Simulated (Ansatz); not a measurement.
LiVO2 in space group R-3m (No. 166; V on 3b, O on 6c, Li on 3a) at seven volumes, r²SCAN in the plane-wave PAW code Ansatz, shape and atoms relaxed at each. One row is withheld.

```tsv
V (Å³/atom)	P (GPa)
8.096	15.59
8.363	9.50
8.630	?
8.897	0.02
9.164	-3.71
9.431	-6.83
9.698	-9.54
```

Fit the shown pressures and predict the withheld one.

Third-order Birch–Murnaghan: P = (3/2)B₀(x^(7/2) − x^(5/2))[1 + (3/4)(B′ − 4)(x − 1)] with x = (V₀/V)^(2/3). Least squares on the six rows gives V₀ = 8.898 Å³/atom, B₀ = 133.8 GPa, B′ = 4.43. At V = 8.630, x = 1.0206 and P = 4.38 GPa. The run itself gave 4.34 GPa.

The workflow started from an entry of the Crystallography Open Database (COD). Its standing as an ambient phase is unchecked. The cell was relaxed with r²SCAN under the symmetry of its start; its stability against distortions is not shown here. Magnetic state: ferromagnetic, the only order run, not a proven ground state. The cell computed holds one magnetic atom, so no antiferromagnetic order was within reach. Other orbital occupations within this spin state were not tried. No Hubbard U is applied.

Potentials: the later of the program's two PAW sets.
